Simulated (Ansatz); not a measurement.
# Relaxing a structure of GaN

The start is a relaxed GaN cell, doubled along one cell vector, shaken by Gaussian noise of σ = 0.08 Å a coordinate. The structure is fully relaxed (lattice and positions, P = 0) with PBE (plane waves to 420 eV, PAW, scalar-relativistic; Ansatz, a first-principles code). The first steps use a coarse 9×9×5 k-mesh.

Starting cell:
```
CELL_PARAMETERS angstrom
      0.00000     2.27448     2.27448
      2.27448     0.00000     2.27448
      4.54896     4.54896     0.00000
ATOMIC_POSITIONS crystal
  Ga 0.76624 0.78992 0.35145
  Ga 0.82658 0.78158 0.83484
  N  0.04768 0.96780 0.99858
  N  0.00509 0.96367 0.51073
```

* **Initial pressure**: +6.2 GPa (positive: the cell is compressed)
* **Relative to the parent**: It relaxes back to the parent, F-43m (No. 216)
* **Shortest distances (start → end)**: The closest pairs of elements (up to four, under 3.6 Å), start → end: Ga–N 1.71 → 1.97 Å; Ga–Ga 3.07 → 3.22 Å; N–N 3.11 → 3.22 Å
* **Band gap at the end**: 1.54 eV, direct at Γ (no spin-orbit coupling)
* **Optimiser moves**: 4

The end point of the relaxation:

```cif
data_Ga4N4
_chemical_formula_sum 'Ga4 N4'
_space_group_name_H-M_alt 'F-43m'
_space_group_IT_number 216
_space_group_name_Hall 'F -4 2 3'
_cell_length_a 4.54873
_cell_length_b 4.54873
_cell_length_c 4.54873
_cell_angle_alpha 90.000
_cell_angle_beta 90.000
_cell_angle_gamma 90.000
loop_
_atom_site_label
_atom_site_type_symbol
_atom_site_symmetry_multiplicity
_atom_site_Wyckoff_symbol
_atom_site_fract_x
_atom_site_fract_y
_atom_site_fract_z
_atom_site_occupancy
Ga1 Ga 4 d 0.75000 0.75000 0.75000 1
N1 N 4 a 0.00000 0.00000 0.00000 1
```
(The calculation used a cell of 2 atoms; values per cell refer to that cell.)

Final values are on a 12×12×12 k-mesh of the relaxed cell. No spin polarisation in the result.
